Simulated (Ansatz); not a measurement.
**Calculated with Ansatz: TlHO₄, relaxation**

input.yaml:

```yaml
crystal:
  lattice:
    - [0.0, 3.540714, 3.540714]
    - [3.540714, 0.0, 3.540714]
    - [3.540714, 3.540714, 0.0]
  atoms:
    - { symbol: Tl, position: [0.5, 0.5, 0.5] }
    - { symbol: H, position: [0.0, 0.0, 0.0] }
    - { symbol: O, position: [0.127, 0.127, 0.127] }
    - { symbol: O, position: [0.619, 0.127, 0.127] }
    - { symbol: O, position: [0.127, 0.127, 0.619] }
    - { symbol: O, position: [0.127, 0.619, 0.127] }
  symmetry: { tolerance: 0.0003 }
kpoints:
  mp_grid: { grid: [8, 8, 8], shift: [0, 0, 0] }
magnetization:
  spin_polarized: false
scf:
  occupations: { method: fermi_dirac }
  lower_state_search: "off"
hamiltonian:
  pseudopotentials: { kind: paw }
  xc: pbesol
basis:
  ecutwfc: 420
  fft_grid_basis: typed
relax:
  max_steps: 40
  cell: { p_target: 0.0 }
output:
  forces: true
  stress: true
  eigenvalues: true
  bader: true
  populations: true
  elf: true
  write_potential: true
  volumetric_format: npy
  dos:
    e_range: [-12, 8]
    de: 0.05
    projected: { site_lists: { H: [H], O: [O], Tl: [Tl] } }
  write_density: true
checkpoint:
  read: saved_state
```

The command:

```bash
ansatz run input.yaml --threads 2 --pin off --max-ram 3584MiB --backend cpu --events-out ev --progress --plain --runs-dir out
```

Origin of the cell: a known structure type with other elements, at an estimated volume, so it need not be a known compound.

The smearing width isn't typed, so it takes its default of 0.1 eV.

The saved state is a converged single point of the same cell.

Steps («new basis» is an SCF on plane waves selected anew at the same cell):

```
step  ΔF (meV/atom)  max force component (eV/Å)  P (GPa)  volume (Å³)  SCF iterations   step was
   1            0.0                       0.156   -15.70        88.78               6   accepted
   2         -195.0                       0.084   -12.76        76.42               6   accepted
   3         -306.1                       0.069    -3.15        65.26               5   accepted
   4         -311.3                       0.052     1.69        62.34               5   accepted
   5         -311.4                       0.009    -0.09        63.32               5   accepted
   6         -311.4                       0.001     0.00        63.27               4   accepted
   7         -306.9                       0.002    -0.87        63.27               6  new basis
   8         -307.5                       0.003     0.04        62.78               4   accepted
   9         -307.1                       0.003    -0.02        62.78               5  new basis
```

The starting structure.

Space group F-43m (No. 216); the run's cell has a = 5.007 Å, b = 5.007 Å, c = 5.007 Å, α = 60.00°, β = 60.00°, γ = 60.00°. Shortest distances: H–O 1.56 Å, O–O 2.46 Å, O–Tl 2.93 Å, H–Tl 3.54 Å.

After:

Space group F-43m (No. 216); the run's cell has a = 4.461 Å, b = 4.461 Å, c = 4.461 Å, α = 60.00°, β = 60.00°, γ = 60.00°. Shortest distances: H–O 1.40 Å, O–O 2.18 Å, O–Tl 2.61 Å, H–Tl 3.15 Å.

```xyz
6
Lattice="0.0000 3.1544 3.1544 3.1544 0.0000 3.1544 3.1544 3.1544 0.0000" Properties=species:S:1:pos:R:3 pbc="T T T"
Tl    3.1544    3.1544    3.1544
H     0.0000    0.0000    0.0000
O     0.8080    0.8080    0.8080
O     0.8080    2.3464    2.3464
O     2.3464    2.3464    0.8080
O     2.3464    0.8080    2.3464
```

- Free energy lowered by: 307.1 meV/atom
- Volume change: -29.29 %
- Final pressure: -0.02 GPa
- Relaxation steps listed: 9

Caveats: no spin, though holes on the anions or broken bonds may carry moments; no spin-orbit coupling, though heavy elements are present; the relaxation held the start's symmetry, so the end may be a saddle point.

It ran for 28 s on 2 threads of Intel(R) Xeon(R) Platinum 8559C (Emerald Rapids) (shared host), peak memory 0.49 GiB, from a saved density.
